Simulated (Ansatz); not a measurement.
A geometry of V away from equilibrium: the start of the relaxation of a randomly generated symmetric cell of V (space group No. 15). All values below come from r2SCAN (plane waves to 500 eV, PAW, scalar-relativistic; Ansatz, an electronic-structure program). Γ-centred k-mesh 14×14×8 on the run's cell (coarser than for final values), Fermi–Dirac smearing 0.05 eV.

```xyz
2
Lattice="1.3832 -2.5392 0.0000 1.3832 2.5392 0.0000 -1.0232 0.0000 4.0061" Properties=species:S:1:pos:R:3:forces:R:3 pbc="T T T" free_energy=-5833.659 pressure_GPa=-5.9
V      0.6159     0.6123     3.0046    0.0000    0.1946    0.0000
V      1.1274    -0.6123     1.0015    0.0000   -0.1946    0.0000
```

Positions in Å, forces in eV/Å, free energy of the cell in eV (comparable only within this code, potentials and settings). Largest force: 0.19 eV/Å, on V1, V2 (atoms numbered as listed); the geometry lies 0.15 eV/atom above the end of its relaxation.

Spin-polarised start, with parallel moments on V.

No spin polarisation in the result: the starting moments vanished.

The run could not lose the symmetry of its start, so the end can be a saddle point.

The end of the path is a generated cell of V: the first start was made by a random draw of sites in a space group, and the end was not matched to a known phase here, so it may be hypothetical. Known forms of V include space group No. 229.
